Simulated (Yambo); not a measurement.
SiC (zinc blende, space group F-43m, No. 216), G0W0@PBE in Yambo with this input:

```
rim_cut
gw0
dyson
el_el_corr
HF_and_locXC
ppa
em1d
RandQpts= 1000000
RandGvec= 1 Ry
EXXRLvcs= 82 Ry
VXCRLvcs= 328 Ry
Chimod= "HARTREE"
% BndsRnXp
 1 | 76 |
%
NGsBlkXp= 14 Ry
% LongDrXp
 1.0 | 1.0 | 1.0 |
%
PPAPntXp= 27.2114 eV
% GbndRnge
 1 | 76 |
%
GTermKind= "BG"
DysSolver= "n"
ExtendOut
```

On a 6×6×6 mesh, with wavefunctions cut at 82 Ry, the gap (Γ → X) is 2.145 eV and the valence edge shifts by -0.681 eV.

**Question.** What happens with this change: no random integration?

**Answer.** The gap falls by 0.045 eV, to 2.100 eV; the shift of the valence edge becomes -0.472 eV. Neither run is shown to be the converged limit.

Geometry of the Materials Project entry, not relaxed at this level; primitive cell a = 3.079 Å, b = 3.079 Å, c = 3.079 Å, α = 60.00°, β = 60.00°, γ = 60.00°.

A shift is the quasiparticle energy of the state minus its PBE energy.
